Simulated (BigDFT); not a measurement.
Consider a self-consistent single point of the molecule C4H9NOSi2.

```xyz
17

C      2.6035    -0.1454    -0.0461
C      1.1211    -0.0691    -0.1533
N      0.4683    -0.1276    -1.2770
C     -1.0151    -0.0129    -1.0146
C     -1.5652    -1.2436    -0.2033
O     -1.0802    -1.2346     1.1703
Si    -0.0113     0.0590     1.3665
Si    -1.2662     1.6129     0.1213
H      3.0590    -0.0278    -1.0333
H      2.8905    -1.1184     0.3625
H      2.9762     0.6438     0.6126
H     -1.5436     0.1190    -1.9640
H     -2.6608    -1.2193    -0.1615
H     -1.2557    -2.1860    -0.6700
H      0.4925     0.3590     2.7348
H     -0.5235     2.8062    -0.3784
H     -2.6892     1.7850     0.5336
```

All values come from this method and carry its errors: PBE, Daubechies wavelet basis, HGH (Krack) norm-conserving potentials made for PBE, isolated boundary conditions (BigDFT 1.9.6).

BigDFT settings:

| key | value |
|---|---|
| basis | Daubechies wavelets |
| dft.hgrids | 0.33 bohr |
| dft.rmult | 5 8 |
| dft.ixc | 11 |
| potentials | built-in HGH-K PBE |
| boundary_conditions | free |
| dft.gnrm_cv | 1e-04 |
| dft.itermax | 80 |
| dft.idsx | 6 |
| dft.nrepmax | 3 |

Results:

```
Item                                  Result
-----------------------------  -------------
Number of valence electrons               44
Number of orbitals                        22
Size of the basis                     292251
Number of SCF iterations                  18
Grid steps along x, y, z        77 × 72 × 71
Total energy                   -1684.1379 eV
Largest force (vector length)     1.347 eV/Å
Dipole moment                         0.75 D
Highest occupied level              -5.17 eV
```

The grid can part forces that symmetry would make equal. Forces above 1 eV/Å remain at this geometry. The geometry comes from a cheaper method or was typed, in some cases with atoms then moved at random; it is not relaxed at this level, and the species need not be a known compound.

Cost on one core: around 5 core-minutes (rough).
